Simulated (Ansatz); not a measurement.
CdI2 (CdI2 type)

```yaml
crystal:
  lattice:
    - [4.24228, 0.00000, 0.00000]
    - [-2.12114, 3.67393, 0.00000]
    - [0.00000, 0.00000, 6.82527]
  atoms:
    - { symbol: Cd, position: [0.00000, 0.00000, 0.00000] }
    - { symbol: I, position: [0.33333, 0.66667, 0.25350] }
    - { symbol: I, position: [0.66667, 0.33333, 0.74650] }
```

The slice is a (0001) plane (indices of the conventional cell) through the point (0.333, 0.667, 0.254) (fractional), spanned by u = [110] and v = [1 -1 0] in vectors of this cell: u (4.24 Å) and v (7.35 Å, at 90° to u). It covers one period; positions are fractions (u, v).

Calculation: PBE-D3(BJ) (plane waves to 420 eV, PAW, scalar-relativistic; Ansatz, a first-principles code). k mesh 9×9×5. These are valence fields of a PAW run, semicore shells included where kept as valence: close to a nucleus they are smooth pseudo fields. CdI2 was relaxed with its symmetry unable to fall. Spin-orbit coupling is left out, though I is heavy. The PAW data are Ansatz's earlier set.

Problem. Predict the map of the valence electron density on the slice.

Solution. 
```
v \ u  0.00  0.11  0.22  0.33  0.44  0.56  0.67  0.78  0.89
-----  ----  ----  ----  ----  ----  ----  ----  ----  ----
0.88   -0.1  -0.2  -0.6  -1.1  -1.6  -1.6  -1.1  -0.6  -0.2
0.75   -1.1  -1.2  -1.3  -1.3  -1.3  -1.3  -1.3  -1.3  -1.2
0.62   -1.3  -1.1  -0.8  -0.4  -0.2  -0.2  -0.4  -0.8  -1.1
0.50   -1.3  -1.0  -0.4   0.4   1.1   1.1   0.4  -0.4  -1.0
0.38   -1.7  -1.4  -0.8  -0.4  -0.1  -0.1  -0.4  -0.8  -1.4
0.25   -1.3  -1.3  -1.3  -1.2  -1.1  -1.1  -1.2  -1.3  -1.3
0.12   -0.1  -0.2  -0.5  -1.0  -1.3  -1.3  -1.0  -0.5  -0.2
0.00    1.2   0.9  -0.1  -0.7  -1.2  -1.2  -0.7  -0.1   0.9
```

Values: log₁₀ of the valence density in e/Å³. The scale is logarithmic, as a density can span decades between atoms and voids.
